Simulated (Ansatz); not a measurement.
Computed properties of Ge

```yaml
crystal:
  lattice:
    - [0.00000, 2.82877, 2.82877]
    - [2.82877, 0.00000, 2.82877]
    - [2.82877, 2.82877, 0.00000]
  atoms:
    - { symbol: Ge, position: [0.50000, 0.50000, 0.50000] }
    - { symbol: Ge, position: [0.75000, 0.75000, 0.75000] }
```

Atom numbers follow the list: Ge1, Ge2.

Structure: COD 9011050, as refined from experiment and not relaxed.

Method: DFT, LDA, all-electron LAPW, scalar-relativistic (Ansatz 0.2.0).

Numerical set-up: a Γ-centred 10×10×10 k mesh, Fermi–Dirac smearing of 0.05 eV, basis error target 0.25 meV/atom, no spin polarisation.

```yaml
Pressure_at_this_cell: -1.26 GPa
Band_gap: none at this level of theory (metallic, semimetallic, or a small gap that the functional closes)
Density_of_states_at_the_Fermi_level_0.2_eV_bin: 0.00 states/eV per cell
Volume_per_atom: 22.64 Å³
```
